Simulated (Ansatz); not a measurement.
IrP in the zincblende structure

Computed with Ansatz (plane waves, PAW, 420 eV cutoff): PBE, scalar-relativistic, no spin polarisation, 12×12×12 k-mesh, Gaussian smearing of 0.05 eV; PAW files: Ansatz's generated set soft_2.

```yaml
crystal:
  lattice:
    - [0.00000, 2.62584, 2.62584]
    - [2.62584, 0.00000, 2.62584]
    - [2.62584, 2.62584, 0.00000]
  atoms:
    - { symbol: Ir, position: [0.00000, 0.00000, 0.00000] }
    - { symbol: P, position: [0.25000, 0.25000, 0.25000] }
```

This is a trial structure made by placing the elements on a prototype's sites, so it needn't be the stable form.

Cell and atoms are those of this level's equilibrium.

The cell has space group F-43m (read at 0.01 Å). In it the stress is -0.12, -0.12, -0.12, 0.00, 0.00, 0.00 GPa and the largest force component 0.000 eV/Å. Each change below starts from this cell, without further relaxation. Stress is in GPa, positive in compression, in the order xx, yy, zz, yz, xz, xy; energies are counted from the cell above and are free energies with the smearing's entropy, which match forces and stress in a metal.

**Question.** One atom was moved along a Cartesian axis, and these forces appeared. Which atom, and about how far?
```
atom  Fx (eV/Å)     Fy      Fz
 Ir1      0.000  0.000   0.300
  P2      0.000  0.000  -0.300
```

**Answer.** Atom 2 (P) is moved by 0.02 Å along z; the energy changes by 2.9 meV per cell. Moving the other atom the opposite way is the same thing.

**Question.** What happens when atom 1 (Ir) is moved by 0.08 Å along x?

**Answer.** The energy changes by 49.8 meV per cell, and the force on it along the shift is -1.263 eV/Å (−F/u = 15.79 eV/Å²). Stress: 0.19, 0.74, 0.74, 4.98, 0.00, 0.00.
```tsv
atom	Fx (eV/Å)	Fy	Fz
Ir1	-1.263	0.000	0.000
P2	1.263	0.000	0.000
```
In a harmonic crystal the energy would rise by −½F·u = ½ × 15.79 × 0.08² eV = 50.5 meV, which matches.

**Question.** What stress follows from an engineering strain of 2 % in zz, atoms carried along?

**Answer.** -3.04, -3.04, -3.93, 0.00, 0.00, 0.00 GPa; the energy changes by 9.3 meV per cell.
The change of the stress over the strain gives a clamped-atom stiffness of about 190 GPa for this component, a secant value that lies under the elastic constant in tension and over it in compression, by several per cent for each per cent of strain.
In a harmonic crystal the energy would rise by V(½Cε² − σ₀ε), with σ₀ the stress of the unstrained cell, = 9.2 meV, which matches.

**Question.** A single strain component, atoms carried along, gave the stress 0.08, 0.08, 0.15, 0.00, 0.00, -2.24. Which component, and about how large?

**Answer.** An engineering strain of 3 % in xy; the energy changes by 7.6 meV per cell.

**Question.** All atoms and the cell are disturbed at random:
```xyz
2
Lattice="0.0374 2.6471 2.6212 2.6472 0.0081 2.6505 2.6223 2.6515 0.0329" Properties=species:S:1:pos:R:3 pbc="T T T"
Ir    0.0007   -0.0136   -0.0150
P     1.3260    1.3402    1.3411
```
Give the energy change, the stress and the forces.

**Answer.** 28.9 meV per cell; stress 0.44, 0.01, 0.36, 0.33, -3.47, -2.35 GPa.
```tsv
atom	Fx (eV/Å)	Fy	Fz
Ir1	-0.078	0.750	0.530
P2	0.078	-0.750	-0.530
```

**Question.** All atoms and the cell are disturbed at random:
```
CELL_PARAMETERS angstrom
0.02723 2.59585 2.58850
2.65257 -0.02363 2.63936
2.61721 2.61135 0.01172
ATOMIC_POSITIONS crystal
Ir 0.99754 0.99812 0.00635
P 0.25246 0.25188 0.24365
```
Give the energy change, the stress and the forces.

**Answer.** 18.9 meV per cell; stress 2.31, 2.36, 2.47, 2.89, -0.75, -1.42 GPa.
| atom | Fx (eV/Å) | Fy | Fz |
| --- | --- | --- | --- |
| Ir1 | -0.595 | 0.071 | 0.333 |
| P2 | 0.595 | -0.071 | -0.333 |

For elements this heavy, spin–orbit coupling would shift levels and gaps; it isn't included here.
